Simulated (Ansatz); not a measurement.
**How the vibrations of HgPd change with volume**

The calculation used DFT LDA, scalar-relativistic, plane waves, PAW in Ansatz. Cutoff 420 eV, 14×14×12 k-points (Γ-centred), Fermi-Dirac smearing of 0.15 eV. No spin polarisation. Phonons by linear response, acoustic sum rule imposed.

The cell, relaxed at this level:
```cif
data_structure
_symmetry_space_group_name_H-M 'P 1'
_symmetry_Int_Tables_number 1
_cell_length_a 2.9916
_cell_length_b 2.9916
_cell_length_c 3.6755
_cell_angle_alpha 90.000
_cell_angle_beta 90.000
_cell_angle_gamma 90.000
_cell_volume 32.89
loop_
_atom_site_label
_atom_site_type_symbol
_atom_site_fract_x
_atom_site_fract_y
_atom_site_fract_z
_atom_site_occupancy
Hg1 Hg 0.00000 0.00000 0.00000 1
Pd1 Pd 0.50000 0.50000 0.50000 1
```

In a metal, frequencies depend on the k mesh and the smearing, soft modes most. Spin–orbit coupling is left out, which can shift energies with elements as heavy as these.

Cells at 0.98 and 1.02 times the equilibrium volume were relaxed in shape and atoms; γ = −d ln ν / d ln V, modes matched by rank.

Task: Give the optical frequencies at Γ (cm⁻¹) at the three volumes and the mode Grüneisen parameters.

Result:
```tsv
0.98 V	V	1.02 V	γ	degeneracy
140	132	125	2.78	2
185	175	165	2.80	1
```

Task: What pressures hold the two strained cells, and what bulk modulus follows?

Result: 3.52 GPa at 0.98 V and -3.08 GPa at 1.02 V, so B = −dP/d ln V ≈ 165 GPa.

Cost: 6 runs of about 7.2 core-minutes in all, on Arm Neoverse V2 (shared hosts).